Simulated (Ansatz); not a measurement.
GaAs (rock salt, space group No. 225), PBEsol (plane waves, PAW; program Ansatz), all energies at zero smearing, with the estimated change up to a 700 eV cutoff added, with one set of potentials and settings (totals compare only within such a set). Cell of 2 atoms (1 As, 1 Ga): -8556.330 eV.

```tsv
element	reference phase	E (eV/atom)
As	R-3m, 2 atoms in the cell	-4813.0298
Ga	Cmce, 4 atoms in the cell	-3743.2073
```

Formation energy per atom, worked out: (-8556.330 − 1×(-4813.0298) − 1×(-3743.2073))/2 = -0.046 eV/atom (-4 kJ per mol of atoms), at 0 K, without zero-point energy or fitted corrections.

Space group Fm-3m (rock salt). The start of the workflow was typed in or built on a structure type; neither database checked (COD, Materials Project) lists it. It is not the phase usual at ambient conditions (space group No. 216). The PBEsol relaxation kept the symmetry of its start; whether a distortion lowers the energy is not shown. The references are the lowest solids computed at this level, not always the standard phases.

Potentials: the earlier of the program's two PAW sets. The files were generated under PBE; for other functionals the program regenerates the frozen cores, and for LDA and PBEsol the local potential too.
